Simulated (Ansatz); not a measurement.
Two states of FeClO

```xyz
6
Lattice="3.7347 0.0000 0.0000 0.0000 7.9177 0.0000 0.0000 0.0000 3.2866" Properties=species:S:1:pos:R:3 pbc="T T T"
Fe    0.0000    0.7680    1.6433
Fe    1.8674    7.1496    0.0000
O     0.0000    7.2605    0.0000
O     1.8674    0.6572    1.6433
Cl    0.0000    2.4149    0.0000
Cl    1.8674    5.5028    1.6433
```

Single point in Ansatz 0.2.0 with PBEsol. Cutoff 420 eV, PAW datasets, 5×3×6 (shifted by 0.5, 0.5, 0.5 steps) k mesh, fermi-dirac filling (width 0.1 eV).

State A: Fe1 along (0.00, 0.89, 0.46), Fe2 along (0.00, 0.44, -0.90) (spinors with spin-orbit coupling). State B: Fe1 along (0.00, 0.00, 1.00), Fe2 along (0.00, 0.00, -1.00) (spinors with spin-orbit coupling).

Q: Which state is lower, and how do they differ?

A: State A is lower by 4.7 meV an atom at zero smearing; in free energy at this smearing B lies +2.4 meV an atom from A. So small a gap isn't resolved on this mesh where a state is a metal.

```csv
state,free energy (meV/atom),largest moment in a small sphere (μB),net moment (μB/cell),gap on mesh (eV),pressure (GPa),largest force (eV/Å)
A,0.0,3.01,5.08,metal,-1.6,0.95
B,2.4,2.93,0.00,metal,-1.9,1.15
```

Origin: a database entry at a rescaled volume. Caveats: semilocal functionals often miss the gap of such magnets; the k mesh is coarse if the cell is a metal; the SCF threshold is loose for a stress.
